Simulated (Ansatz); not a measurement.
The elements of this relaxed trial crystal are hidden behind letters.

```
lattice vectors (Å)
   5.5740    0.0000    0.0000
  -2.7870    4.8272    0.0000
   0.0000    0.0000    5.4024
fractional positions
X 0.0000 0.0000 0.0000
Z 0.0000 0.0000 0.5000
Q 0.3333 0.6667 0.6815
Q 0.3333 0.6667 0.3185
Q 0.6667 0.3333 0.3185
Q 0.6667 0.3333 0.6815
```

Method: Ansatz 0.2.0, DFT PBE, scalar-relativistic, plane waves, PAW. The final run on the 6-atom cell used 420 eV, a Γ-centred 12×12×8 mesh, 0.10 eV smearing and no spin polarisation.

| Quantity | Value |
| --- | --- |
| Space group | P6/mmm (No. 191) |
| Conventional cell | a = 5.574 Å, c = 5.402 Å |
| Volume per atom | 24.23 Å³ |
| Density | 3.03 g/cm³ |
| Formation energy | +0.15 eV/atom |
| Gap on the 12×12×8 mesh of the 6-atom cell | 0 eV (a metal) |

Energies are uncorrected and count from the elements' standard states at the same level.

**Question.** X is an s-block element of period 3, Z is a d-block element of period 5 and Q is a p-block element of period 3. Which elements are they?

**Answer.** X = Mg, Z = Cd, Q = S, so the formula is MgCdS4. Density times volume gives a mean mass of 3.03 × 24.23/1.6605 = 44.2 u per atom, and this set has 44.2 u. Among the elements that the hints allow, noble gases aside, only these give it. Mg has 2 Cd at 2.70 Å; Cd is surrounded by 2 Mg at 2.70 Å and 12 S at 3.36 Å; around S lie 1 S at 1.96 Å, 3 S at 3.22 Å and 3 Cd at 3.36 Å.

A structure relaxed within its symmetry needn't be a true minimum. Another cell of MgCdS4 relaxed alike, in P4/mmm, lies 0.32 eV/atom lower, so this cell isn't the stable form at this level.
